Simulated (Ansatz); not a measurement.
Space group P4/nmm:1 (No. 129). a = 3.925 Å, b = 3.925 Å, c = 8.530 Å, α = 90.00°, β = 90.00°, γ = 90.00°
| atom | site | symmetry | x | y | z |
| --- | --- | --- | --- | --- | --- |
| Bi | 2c | 4mm | 0.0000 | 0.5000 | 0.1462 |
| Br | 2c | 4mm | 0.0000 | 0.5000 | 0.6683 |
| O | 2a | -4m2 | 0.0000 | 0.0000 | 0.0000 |

Equation of state of this BiBrO structure (not necessarily the ground state), with shape and atoms relaxed at each volume where symmetry leaves them free. These are results of DFT r2SCAN, scalar-relativistic, plane waves, PAW in Ansatz, not measurements.

Settings: cutoff 500 eV, Γ-centred mesh 6×6×4 on the computed 6-atom cell, Gaussian smearing of 0.02 eV; no spin polarisation.

```csv
V (Å³/atom),E − E(largest V) (meV/atom),P (GPa),gap on mesh (eV)
20.590,3.52,1.74,2.60
21.248,-1.33,0.71,2.63
21.905,-2.69,0.01,2.67
22.562,-1.90,-0.42,2.71
23.219,0.00,-0.58,2.75
```

Fit a third-order Birch–Murnaghan equation to E(V).

V0 = 21.93 Å³/atom, B0 = 17 GPa, B0' = 17.6. B0' is unusual or poorly fixed by this range.

Spin-orbit coupling is left out, which matters for the bands of heavy elements.

Cost: 5 runs of about 8.9 core-minutes in all, on Arm Neoverse V2 (shared hosts).